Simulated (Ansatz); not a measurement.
**MnS: from the end of a run back to its start**

MnS is taken as a measured crystal structure (space group Fm-3m, primitive cell doubled), 4 atoms in the cell. Source: COD entry 1538620, which need not be the ambient phase.

```yaml
crystal:
  lattice:
    - [-2.60450, -5.20900, -2.60450]
    - [-2.60450, 0.00000, -2.60450]
    - [2.60450, 0.00000, -2.60450]
  atoms:
    - { symbol: S, position: [0.00000, 0.50000, 0.50000] }
    - { symbol: S, position: [0.50000, 0.50000, 0.00000] }
    - { symbol: Mn, position: [0.00000, 0.00000, 0.00000] }
    - { symbol: Mn, position: [0.50000, 0.00000, 0.50000] }
```

Numbers behind element symbols give the atom's place in this list.

These are results of Ansatz development build ahead of 0.2.0, DFT, PBE+U, PAW, plane waves, scalar-relativistic, not measurements.

| Setting | Value |
| --- | --- |
| Hubbard term (Dudarev form) | U − J = 3.9 eV on Mn d, on Löwdin-orthonormalised all-electron atomic orbitals |
| Plane-wave cutoff | 420 eV |
| k-point mesh | 4×7×6 (Γ-centred) |
| Occupations | Fermi–Dirac smearing, 0.03 eV |

Moments by site are taken inside atomic spheres; the rest lies between them.

A static U favours moments and orbital order; the result depends on U and need not be the measured state.

The mesh has less symmetry than the lattice, which lowers the symmetry of the run.

A plain SCF has the search for lower states switched off and ends at the first converged state. By default the program goes on after convergence only on a hint of a lower state. With a search on, the program may also reshape the start on open shells.

One run gave this history:

```
iteration  Harris–Foulkes energy + 9601 (eV)  largest residual (eV)  M (μB)  absolute moment (μB)
        1                             0.1235               4.05e+00   10.00                 10.00
        2                            -0.2688               2.42e+00   10.00                 10.00
        3                            -0.6406               1.54e+00   10.00                 10.00
        4                            -0.9179               7.83e-01   10.00                 10.00
        5                            -1.0590               4.24e-01   10.00                 10.00
        6                            -1.1331               2.15e-01   10.00                 10.00
        7                            -1.1708               1.16e-01   10.00                 10.00
        8                            -1.2127               3.41e-04   10.00                 10.00
        9                            -1.2126               2.07e-05   10.00                 10.00
       10                            -1.2127               4.62e-06   10.00                 10.00
       11                            -1.2127               4.06e-07   10.00                 10.00
       12                            -1.2127               1.23e-08   10.00                 10.00
```

It ended ferromagnetic, site moments Mn3 4.50, Mn4 4.50 μB, total 10.00 μB per cell, a gap of 0.87 eV on the k-mesh.

Task: These set-ups ended in different states. Which one gave the run above?
A. opposed moments +-, default search for lower states [Mn3 4.50, Mn4 -4.50 μB]
B. usual moments times 1.4, signs ++, plain SCF [Mn3 6.30, Mn4 6.30 μB]
C. a moment on one site alone, plain SCF [Mn3 4.50 μB]

Result: B. The others ended as follows, with energies against this run: “a moment on one site alone, plain SCF” magnetic with very unequal moments on like atoms, +765 meV/atom; “opposed moments +-, default search for lower states” antiferromagnetic, -11.0 meV/atom.
